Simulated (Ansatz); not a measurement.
Barrier of one jump, O in SrTiO3

Method: DFT r2SCAN, scalar-relativistic, plane waves, PAW (Ansatz 0.2.0). Run with 500 eV cutoff, 2×2×2 k-mesh, shifted by half a step, Gaussian smearing of 0.02 eV, no spin polarisation.

In a supercell of 20 host sites with charge +2, O trades places with a neighbouring O vacancy, moving 2.49 Å between the relaxed ends. Climbing-image nudged elastic band at fixed cell with images 0 (start) to 6 (end), the path measured over all atoms, converged to 0.05 eV/Å; the order of the saddle wasn't checked, and the small cell leaves errors of about a tenth of an eV.

Start:

```
CELL_PARAMETERS angstrom
-3.90727 3.90727 3.90727
3.90727 -3.90727 3.90727
3.90727 3.90727 -3.90727
ATOMIC_POSITIONS crystal
Sr 0.50090 0.99910 0.50000
Sr 0.99910 0.50090 0.50000
Sr 0.99910 0.99910 0.99820
Sr 0.50090 0.50090 0.00180
Ti 0.51632 0.51632 0.50000
Ti 0.98368 0.98368 0.50000
Ti 0.00000 0.50000 0.00000
Ti 0.50000 0.00000 0.00000
O 0.72525 0.48150 0.74375
O 0.26226 0.01850 0.74375
O 0.23774 0.48150 0.25625
O 0.77475 0.01850 0.25625
O 0.75000 0.75000 0.50000
O 0.75000 0.25000 0.00000
O 0.25000 0.75000 0.00000
O 0.48150 0.23774 0.25625
O 0.01850 0.77475 0.25625
O 0.01850 0.26226 0.74375
O 0.48150 0.72525 0.74375
```

Atom 9 jumps to (1.954, 2.098, 0.049) Å.

Q: Give the energy along the band and the structure at its top.

A:
```tsv
image	path (Å)	E − E(0) (eV)	O x (Å)	O y (Å)	O z (Å)	force on O (eV/Å)
0	0.00	0.000	1.954	3.858	1.809	0.01
1	0.47	0.160	1.954	3.680	1.500	0.74
2	0.93	0.599	1.954	3.412	1.142	0.80
3	1.40	0.817	1.954	3.103	0.804	0.00
4	1.86	0.599	1.954	2.765	0.496	0.80
5	2.32	0.160	1.954	2.407	0.227	0.74
6	2.79	0.000	1.954	2.098	0.049	0.01
```

Barrier 0.82 eV. Image 3:
```
CELL_PARAMETERS angstrom
-3.90727 3.90727 3.90727
3.90727 -3.90727 3.90727
3.90727 3.90727 -3.90727
ATOMIC_POSITIONS crystal
Sr 0.50000 0.99005 0.49830
Sr 0.00000 0.49893 0.50107
Sr 0.00000 0.99893 0.00107
Sr 0.50000 0.50170 0.00995
Ti 0.50000 0.50944 0.49056
Ti 0.99256 0.98301 0.50955
Ti 0.00744 0.49045 0.01699
Ti 0.50000 0.99552 0.00448
O 0.50000 0.35292 0.64708
O 0.24985 0.00992 0.73993
O 0.22653 0.47590 0.25063
O 0.76399 0.01369 0.25031
O 0.77347 0.74937 0.52410
O 0.75015 0.26007 0.99008
O 0.23601 0.74969 0.98631
O 0.50000 0.25947 0.23956
O 0.00000 0.76275 0.23725
O 0.00000 0.26275 0.73725
O 0.50000 0.76044 0.74053
```

Cost: 1 run of about 95 core-minutes, on AMD EPYC (Zen 3) (shared hosts).